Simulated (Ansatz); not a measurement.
Candidates compared on computed values. An acoustic mirror alternates quarter-wave layers of high and low impedance; the larger the ratio, the fewer layers.

α-quartz SiO2 serves as the reference. Each row is paired with the reference. Frequency 3.5 GHz, 4 pairs, polycrystalline averages.

Where the numbers come from (Ansatz, a plane-wave PAW program): density: LDA, relaxed cell; longitudinal speed: LDA, elastic tensor, Hill average.

Magnetic at some levels of our runs and not at others: FeSi. Run without spin polarisation: FeSi, NiSi2, NiGe, CoSi. Spin–orbit coupling is left out unless named.

| crystal | density (g/cm³) | v_l (km/s) |
|---|---|---|
| Mo3Si (Pm-3n) | 9.30 | 7.11 |
| FeSi (P2₁3) | 6.68 | 8.31 |
| NiSi2 (Fm-3m) | 4.99 | 6.96 |
| α-quartz SiO2, reference | 2.72 | 5.62 |
| NiGe (Pnma) | 8.56 | 5.54 |
| CoSi (P2₁3) | 7.02 | 7.84 |

Definitions used: Z = ρ v_l; layer = v_l/4f; ratio = larger Z over smaller Z; isolation ≈ 20 × 4 × log₁₀(ratio), up to a constant set by the substrate.

Problem. Work out impedance, quarter wave, impedance ratio and isolation for NiGe.

Solution. 
Z = 8.56 × 5.54 = 47.42 MRayl; quarter wave: 5.54 km/s/(4 × 3.5 GHz) = 396 nm; impedance ratio: larger of 47.42/15.29 and its inverse = 3.101; isolation: 20 × 4 × log₁₀(3.101) = 39 dB.

Problem. Rank all rows by impedance ratio, highest first.

Solution. The same steps for every row:

```tsv
crystal	impedance (MRayl)	quarter wave (nm)	impedance ratio	isolation (dB)
Mo3Si (Pm-3n)	66.12	508	4.324	51
FeSi (P2₁3)	55.51	594	3.630	45
NiSi2 (Fm-3m)	34.73	497	2.271	28
α-quartz SiO2, reference	15.29	401	1.000	0
NiGe (Pnma)	47.42	396	3.101	39
CoSi (P2₁3)	55.04	560	3.600	45
```

Ranking by impedance ratio, highest first: Mo3Si (4.324 ± 0.28), FeSi (3.630 ± 0.23) ≈ CoSi (3.600 ± 0.23), NiGe (3.101 ± 0.20), NiSi2 (2.271 ± 0.15). The ± follows from allowances picked for this note (density 4 %, longitudinal speed 5 %), carried to first order and added in quadrature, each row's own inputs moving alone; ≈ joins neighbours closer than their two ± added in quadrature.

Sputtered films are textured or amorphous and softer than these crystals; shear waves need a mirror of their own. Where several phases of a formula are at hand, those over 0.1 eV/atom above the lowest were not drawn (by r²SCAN where it compared them, else by the largest value; a layered or molecular lowest phase counts only with a dispersion term); other phases could lie lower still. Rows are a sample by related chemistry or structure, familiar materials first, kept where one row at least reaches a ratio of 2.5. Limits of the draw: impedance over 8 MRayl; for moduli and speeds, an anisotropy index under 2.5, no layered crystals; no unfamiliar magnets, and cubic perovskites only if shown or known to be stable. As a rule kept out of such tables: 4f compounds, open-shell compounds run without a Hubbard term, cells found unstable in the tests at hand, cells close to a higher symmetry, and runs set to a pressure or over 12 % in volume from the crystal's fullest run.
